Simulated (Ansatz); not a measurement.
Relaxed-ion elastic tensor of ScPd (CsCl type, space group No. 221) in GPa (Voigt order), PBEsol (plane waves, PAW; program Ansatz); density 7.21 g/cm³, 17.43 Å³ per atom.

|  | 1 | 2 | 3 | 4 | 5 | 6 |
|---|---|---|---|---|---|---|
| 1 | 164 | 103 | 103 | 0.0 | 0.0 | 0.0 |
| 2 | 103 | 164 | 103 | 0.0 | 0.0 | 0.0 |
| 3 | 103 | 103 | 164 | 0.0 | 0.0 | 0.0 |
| 4 | 0.0 | 0.0 | 0.0 | 48.4 | 0.0 | 0.0 |
| 5 | 0.0 | 0.0 | 0.0 | 0.0 | 48.4 | 0.0 |
| 6 | 0.0 | 0.0 | 0.0 | 0.0 | 0.0 | 48.4 |

Is the crystal mechanically stable?

Yes: the smallest eigenvalue of C is 48.4 GPa.

Work out the Voigt, Reuss and Hill averages.

K_V = 123, K_R = 123, K_H = 123; G_V = 41.4, G_R = 39.4, G_H = 40.4 GPa.

Give Young's modulus, Poisson's ratio, Pugh's ratio and the universal anisotropy index.

E = 9KG/(3K + G) = 109 GPa; ν = 0.35; K/G = 3.06 (ductile by the Pugh limit of 1.75); A_U = 5G_V/G_R + K_V/K_R − 6 = 0.25.

Estimate the sound speeds and the Debye temperature.

v_l = √((K + 4G/3)/ρ) = 4960 m/s, v_t = √(G/ρ) = 2370 m/s, mean 2660 m/s; Θ = (h/k)(3n/4πV)^(1/3) v_m = 306 K.

Give the Zener ratio and Young's modulus along [100], [110] and [111].

A = 2C44/(C11 − C12) = 1.57; 1/E = S11 − 2(S11 − S12 − S44/2)Γ with Γ = 0, 1/4, 1/3 gives 85.3, 114, 128 GPa.

Space group Pm-3m (CsCl type). The workflow started from a Materials Project entry (that database holds measured and hypothetical structures alike); the Crystallography Open Database files this formula in space group No. 221, but the cells were not matched. Whether it is the stable phase at ambient conditions was not checked. The PBEsol relaxation kept the symmetry of its start; of distortions, only those at the zone centre were tested. The run is not spin-polarised. As this level gives no gap, shear constants depend on the k-mesh and smearing (Fermi–Dirac, 0.1 eV here).

Potentials: the later of the program's two PAW sets.
